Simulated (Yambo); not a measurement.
G0W0@PBEsol for Ba2ScNbO6 (space group Fm-3m, No. 225) in Yambo. Reference settings: 2×2×2 Γ-centred k mesh, bands 3 to 219 and a 7 Ry block in the screening, 219 bands in G with the Bruneval-Gonze terminator, plasmon pole fitted at 27.2 eV. The PBEsol gap Γ → Γ on this mesh is 2.65 eV; G0W0 gaps are taken between the same points.

```
change from the reference       G0W0 gap Γ → Γ (eV)  shift of the valence edge (eV)
------------------------------  -------------------  ------------------------------
reference settings                             4.23                           -0.40
pole fitted at 10 eV                           4.21                           -0.30
3 Ry block                                     4.36                           -0.39
145 bands in G                                 4.25                           -0.39
no random integration                          4.16                           -0.13
145 bands in W, 145 bands in G                 4.30                           -0.32
91 bands in G, no terminator                   4.41                            0.42
1 Ry block                               (withheld)                           -0.91
```

Question: Estimate the withheld gaps from the other rows; the computed values follow.

Answer: 
- 1 Ry block, G0W0 gap Γ → Γ (eV): 5.28

The reference isn't shown to be the converged limit.

Spin-orbit coupling is not included.

Geometry of the Materials Project entry, not relaxed at this level; primitive cell a = b = c = 5.8607 Å, α = β = γ = 60.00°.

The structure is a Materials Project entry; no match was found in the copy of COD used, and its stability was not checked.

A shift is the quasiparticle energy of the state minus its PBEsol energy.
